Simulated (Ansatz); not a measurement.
Method: DFT PBE, scalar-relativistic, plane waves, PAW in Ansatz 0.2.0. All cells share a 420 eV cutoff and Γ-centred k meshes spaced at most about 0.3 Å⁻¹ (about 0.25 or finer for metals, 2π included). Collinear spin in cells that started with moments and kept them past the coarse steps, no spin elsewhere.

All energies are static (0 K, no zero-point motion).

Two relaxed structures of MnNiB₃:

1. (site moments Mn -3.6 μB)

Space group Pm-3m (No. 221). a = 3.735 Å, b = 3.735 Å, c = 3.735 Å, α = 90.00°, β = 90.00°, γ = 90.00°
```csv
atom,site,symmetry,x,y,z
Mn,1a,m-3m,0.0000,0.0000,0.0000
Ni,1b,m-3m,0.5000,0.5000,0.5000
B,3c,4/mm.m,0.0000,0.5000,0.5000
```

2. (no spin)

Space group Pm-3m (No. 221). a = 3.721 Å, b = 3.721 Å, c = 3.721 Å, α = 90.00°, β = 90.00°, γ = 90.00°
| atom | site | symmetry | x | y | z |
| --- | --- | --- | --- | --- | --- |
| Mn | 1b | m-3m | 0.5000 | 0.5000 | 0.5000 |
| Ni | 1a | m-3m | 0.0000 | 0.0000 | 0.0000 |
| B | 3c | 4/mm.m | 0.0000 | 0.5000 | 0.5000 |

**Question.** Which arrangement of the elements on these sites is preferred, and by what margin?

**Answer.** Cell 1 is lower, by 39 meV/atom. The two share one framework of sites and differ in which element sits where. Cell 1 has the cubic perovskite type, space group Pm-3m (No. 221), 10.4 Å³/atom and no gap on its mesh; cell 2 has the cubic perovskite type, space group Pm-3m (No. 221), 10.3 Å³/atom and no gap. Counting B atoms around Mn and Ni (those within 1.25 times the shortest such distance or 1.15 times the sum of covalent radii, 1.27 where that leaves under three; the shortest distance is added where it exceeds 1.18 times the sum of covalent radii), cell 1 has Mn 12 from 2.6 Å, Ni 6 and cell 2 has Mn 6, Ni 12 from 2.6 Å. Their magnetic states differ too, which can make part of the margin. Even the lower one lies +0.99 eV/atom against the reference forms of the elements (uncorrected), so neither is stable at this level. Both come from invented guesses. A third cell relaxed alike, in P6/mmm, lies 0.49 eV/atom below the lower of the two.

The magnetic state reached may not be the lowest. Trial moments died out on the coarse mesh in Pm-3m; another magnetic start might hold. Cells relaxed within their symmetry can be saddle points.
